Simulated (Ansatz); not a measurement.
Task: TaTe (CsCl type, Pm-3m) is relaxed with PBE in the plane-wave PAW code Ansatz. What lattice parameters of the conventional cell result?

Result: a = 3.419 Å.

Task: Is it a metal or does it have a gap at this level?

Result: No gap at this level.

The start of the workflow was typed in or built on a structure type; neither database checked (COD, Materials Project) lists it. Its standing as an ambient phase is unchecked. Symmetry was held in the PBE relaxation; its stability against distortions is not shown here. The run is not spin-polarised. Its formation energy is positive at this level, so the cell may be metastable or incomplete. With an odd number of electrons in the cell and no spin polarisation, the count alone makes it a metal. Spin–orbit coupling is left out wherever it is not named.

Potentials: the earlier of the program's two PAW sets.
